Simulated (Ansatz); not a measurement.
The cell below belongs to a search over invented structures; it isn't taken from experiment.

Input and command of a plane-wave DFT calculation in Ansatz:

```yaml
crystal:
  lattice:
    - [5.2646335693, 0.0, 0.0]
    - [-2.6323167847, 4.5593064127, 0.0]
    - [0.0, 0.0, 9.470034317]
  atoms:
    - { symbol: Al, position: [0.0, 0.0, 0.5] }
    - { symbol: In, position: [0.3333333333, 0.6666666667, 0.5] }
    - { symbol: In, position: [0.6666666667, 0.3333333333, 0.5] }
    - { symbol: P, position: [0.0, 0.0, 0.0] }
    - { symbol: As, position: [0.0, 0.0, 0.2314235609] }
    - { symbol: As, position: [0.0, 0.0, 0.7685764391] }
basis:
  ecutwfc: 420
kpoints:
  mp_grid: { grid: [12, 12, 4] }
hamiltonian:
  xc: pbe
scf:
  occupations: { method: gaussian, width: 0.1 }
output:
  forces: true
  stress: true
  eigenvalues: true
relax:
  adjacent_minimum: "off"
  f_tol: 0.01
  max_steps: 80
  cell: { stress_tol: 0.05 }
```

```bash
ansatz run input.yaml --threads 1 --pin off --max-ram 2560MiB --backend cpu --events-out ev --progress --plain --runs-dir out
```

Processor: Intel(R) Xeon(R) Platinum 8259CL CPU @ 2.50GHz (Skylake/Cascade Lake), 1 thread, on a host shared with other jobs.

Problem. How long does it run, and how much memory does it take?

Solution. About 2.2 min, peak memory 0.76 GiB. It solves 39 bands at 57 k points (after reduction by symmetry) with about 4417 plane waves (on the last cell), in 20 SCF iterations over 4 ionic steps.
